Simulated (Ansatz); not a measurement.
Q: Each is relaxed and computed with PBE in the plane-wave PAW code Ansatz. Which is the only metal?
A) Si3N4, P6_3/m (Si on 6h, N on 2d, N on 6h)
B) TiSi2, Fddd (Ti on 8b, Si on 16f)
C) HfSiO4, I4_1/amd (Hf on 4a, Si on 4b, O on 16h)
D) SiO2, P3_121 (Si on 3a, O on 6c)

A: B, TiSi2, Fddd (Ti on 8b, Si on 16f). TiSi2: metal; Si3N4: gap 4.25 eV (indirect); SiO2: gap 5.68 eV (indirect); HfSiO4: gap 5.31 eV (indirect). All cells were relaxed under the symmetry of their starts (and spin orders); stability against distortions was not tested throughout. Rows with no word on spin ran without spin polarisation. Scalar-relativistic: spin–orbit coupling is off unless named, which matters more the heavier the elements.

Potentials: the earlier of the program's two PAW sets.
